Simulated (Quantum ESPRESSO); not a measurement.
```xyz
2
Lattice="0.0000 2.6478 2.6478 2.6478 0.0000 2.6478 2.6478 2.6478 0.0000" Properties=species:S:1:pos:R:3 pbc="T T T"
S      3.9717     3.9717     3.9717
Zn     0.0000     0.0000     0.0000
```

Cell and atoms were relaxed with LDA from Materials Project entry mp-10695, within its symmetry.

Question: What does LDA (Quantum ESPRESSO, PseudoDojo norm-conserving, 84 Ry, scalar-relativistic) give for the electronic structure near the Fermi level?

Answer: The LDA gap is direct, 2.13 eV at Γ.
